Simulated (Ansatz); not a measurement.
## Vibrational response of Lu3Si2N3

The calculation used Ansatz, DFT PBE, scalar-relativistic, plane waves, PAW. Settings: 420 eV plane-wave cutoff, Γ-centred 12×12×12 mesh, Gaussian smearing of 0.10 eV. No spin polarisation. Phonons by linear response, acoustic sum rule imposed.

The cell, relaxed at this level:
```
CELL_PARAMETERS angstrom
-1.71660 1.71660 9.23338
1.71660 -1.71660 9.23338
1.71660 1.71660 -9.23338
ATOMIC_POSITIONS crystal
Lu 0.00000 0.00000 0.00000
Lu 0.37579 0.37579 0.00000
Lu 0.62421 0.62421 0.00000
Si 0.22701 0.22701 0.00000
Si 0.77299 0.77299 0.00000
N 0.12825 0.12825 0.00000
N 0.87175 0.87175 0.00000
N 0.50000 0.50000 0.00000
```

The structure comes from a proposed guess, relaxed at this level; another structure or a mixture of phases may lie lower. In a metal, frequencies depend on the k mesh and the smearing, soft modes most.

Task: Is this structure stable against zone-centre distortions?

Result: Yes, at Γ: no optical mode is imaginary. Strains and other wave vectors aren't tested by this run.

Task: List the optical modes at Γ (i marks imaginary ones).

Result:
| frequency (cm⁻¹) | degeneracy |
| --- | --- |
| 90 | 2 |
| 114 | 2 |
| 143 | 1 |
| 151 | 2 |
| 153 | 1 |
| 253 | 1 |
| 263 | 2 |
| 343 | 2 |
| 343 | 2 |
| 360 | 2 |
| 374 | 1 |
| 479 | 1 |
| 647 | 1 |
| 657 | 1 |
